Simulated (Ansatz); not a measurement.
# Tetragonal deformation path in Sc

The calculation used DFT LDA, scalar-relativistic, plane waves, PAW (Ansatz). The runs took a 420 eV cutoff, a Γ-centred 20×20×20 mesh and Gaussian smearing (0.15 eV). No spin polarisation. Energies are free energies at this smearing, counted from the undisturbed cell; pressure is positive in compression.

Reference structure (as given, not relaxed at this level; it stands at -2.4 GPa; this fcc form isn't the usual structure):

```
Sc
1.0
     0.00000    2.27050    2.27050
     2.27050    0.00000    2.27050
     2.27050    2.27050    0.00000
Sc
1
Direct
  0.00000 0.00000 0.00000
```

At fixed volume and fractional coordinates, lengths along (0.000, 0.000, 1.000) are scaled against those across it; ρ is that ratio over its starting value. The cell is metallic on the mesh throughout. At ρ = 0.707 the cell becomes cubic (Im-3m), and there the slope of the energy vanishes by symmetry.

```tsv
ρ	ΔE (meV/atom)
0.707	71.9
0.780	59.3
0.850	31.5
1.000	0.0
1.200	58.9
1.300	125.9
1.414	227.6
```

Q: Predict the pressure (GPa) at each point.

A:
```
    ρ  pressure (GPa)
0.707            -1.7
0.780            -2.0
0.850            -2.3
1.000            -2.4
1.200            -2.6
1.300            -2.5
1.414            -2.3
```